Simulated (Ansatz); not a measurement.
## Compressing ZrRuP: a fit and a missing row

ZrRuP, P-62m, a = 6.408 Å, c = 3.775 Å. The structure is a Materials Project entry; whether it is the stable form wasn't checked. Ansatz: PBEsol, PAW, 420 eV, Γ-centred 6×6×10 mesh on 9 atoms, Gaussian smearing 0.10 eV; no spin polarisation. Shape and atoms are relaxed at each volume; pressure is positive in compression.

| V (Å³/atom) | P (GPa) |
| --- | --- |
| 14.020 | 16.28 |
| 14.467 | ? |
| 14.914 | 0.00 |
| 15.362 | -6.34 |
| 15.809 | -11.71 |

**Question.** Take V0 = 14.914 Å³/atom, fit the third-order Birch–Murnaghan form to the other rows, and predict the missing pressure.

**Answer.** With the Eulerian strain f = ½[(V0/V)^(2/3) − 1] and y = P/[3f(1 + 2f)^(5/2)], the form is the line y = B0 + 1.5 B0 (B0′ − 4) f. Rows (f, y): 0.02104, 232.7; -0.00977, 227.2; -0.01905, 225.8. Means f = -0.002593, y = 228.57; Σ(Δf)² = 0.0008809, ΣΔfΔy = 0.1530; the slope is their ratio. y = 229.0 + 173.7 f GPa, so B0 = 229.0 GPa and B0′ = 4 + 2 × (173.7)/(3 × 229.0) = 4.51. At V = 14.467, f = 0.01025, y = 230.78 and P = 7.47 GPa. The run gave 7.47 GPa, the same to the digits shown.